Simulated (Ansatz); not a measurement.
With plane-wave PAW PBE+D3(BJ) (Ansatz code), La in the dhcp (α-La type) structure (P6_3/mmc) relaxes to a = 3.662 Å, c = 11.796 Å.

Electronic character: metallic (no gap).

The cell was relaxed with PBE+D3(BJ) under the symmetry of its start. The pairwise dispersion correction was not fitted to metals. Axis ratios of metals converge slowly with the k-mesh, so a and c are less sure than the volume. Spin–orbit coupling is left out wherever it is not named.

Potentials: the earlier of the program's two PAW sets.
